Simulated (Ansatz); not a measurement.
## VMo: strain energy, fitted

VMo, Cmmm, a = 3.052 Å, b = 4.389 Å, c = 4.211 Å. The structure is a Materials Project entry; whether it is the stable form wasn't checked. Ansatz: PBEsol, PAW, 420 eV, Γ-centred 14×10×10 mesh on 4 atoms, Gaussian smearing 0.10 eV; no spin polarisation. Series: biaxial strain in the a-b plane, c and atoms relaxed; x is the strain in per cent. y is the free energy over the unstrained cell, V0 = 14.104 Å³/atom.

```tsv
x (%)	y (meV/atom)
-3.0	?
-2.0	12.76
-1.0	3.14
0.0	0.00
1.0	2.95
2.0	11.41
3.0	24.72
```

Question: Fit y = c2 x² + c3 x³ to the other rows, turn c2 into a modulus, and predict the missing energy.

Answer: Least squares on the rows shown. y = 3.0167 x² − 0.089189 x³. In eV per unit strain² c2 is 30.17; M is the biaxial modulus (E = M V0 ε²): 30.17 × 160.2 / (14.104) = 343 GPa. At x = -3.0 the fit asked for gives 29.56 meV/atom. The run gave 29.18 meV/atom, so the fit is 0.38 meV/atom too high, 1.3 % of the span of the series, against an rms of 0.03 meV/atom on the fitted rows. The row lies outside the fitted range. With a term in x⁴ added, a fit to the same known rows predicts 29.27 meV/atom, so most of the miss is curvature that the known rows already hold.